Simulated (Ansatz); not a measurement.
# rocksalt-structured FeSb

Level of theory: DFT, PBEsol, scalar-relativistic, collinear spin; plane waves to 420 eV with PAW datasets (Ansatz 0.2.0), Γ-centred 10×10×10 mesh, 0.05 eV Gaussian smearing; PAW files: Ansatz's generated set soft_2.

```xyz
2
Lattice="0.0000 2.6331 2.6331 2.6331 0.0000 2.6331 2.6331 2.6331 0.0000" Properties=species:S:1:pos:R:3 pbc="T T T"
Fe    2.6331    2.6331    2.6331
Sb    0.0000    0.0000    0.0000
```

The cell came from substitution into a structure type; whether the compound takes it is for experiment to say.

Magnetic state: ferromagnetic, site spin moments Fe 2.31 μB.

Question: Which orbitals carry the states at the Fermi level, and how many states are there?

Answer: Within 0.1 eV of it: Fe 3d 88 %, Sb 5p 9 % (shares among the projected shells). The density of states at the Fermi level is about 4 states/eV per cell, averaged over 0.3 eV.

Density of states (tetrahedra, averaged over 0.5 eV; states/eV per cell of 2 atoms; energy in eV from the Fermi level; projections on Löwdin-orthogonalised atomic orbitals, summed over sites):

```
    E  total  Sb 5p  Fe 3d up  Fe 3d down  Fe 4s  Sb 5s
-6.60   0.04   0.02      0.00        0.00   0.01   0.00
-6.10   0.27   0.18      0.03        0.01   0.05   0.01
-5.60   0.57   0.36      0.06        0.02   0.08   0.03
-5.10   1.38   0.95      0.17        0.06   0.11   0.07
-4.60   0.90   0.58      0.13        0.07   0.05   0.06
-4.10   1.07   0.58      0.33        0.06   0.03   0.04
-3.60   2.32   0.83      1.30        0.11   0.03   0.03
-3.10   1.87   0.59      1.03        0.18   0.02   0.02
-2.60   1.85   0.51      0.91        0.37   0.02   0.01
-2.10   4.87   0.73      3.21        0.83   0.04   0.02
-1.60   1.91   0.44      0.99        0.33   0.08   0.03
-1.10   1.17   0.30      0.49        0.21   0.08   0.07
-0.60   1.57   0.32      0.31        0.77   0.05   0.05
-0.10   3.46   0.33      0.21        2.71   0.07   0.04
 0.40   2.70   0.40      0.15        1.86   0.16   0.06
 0.90   1.53   0.49      0.11        0.74   0.07   0.06
 1.40   1.18   0.52      0.09        0.42   0.04   0.04
 1.90   1.00   0.52      0.07        0.28   0.03   0.03
 2.40   0.83   0.44      0.06        0.19   0.05   0.03
 2.90   0.76   0.41      0.05        0.14   0.07   0.03
 3.40   0.71   0.36      0.04        0.11   0.10   0.03
 3.90   0.54   0.21      0.01        0.09   0.13   0.03
```

No spin–orbit coupling, a notable omission for heavy elements. Site moments are of spin, integrated over atomic spheres. Only parallel moments were tried, so the real magnetic order may be another.
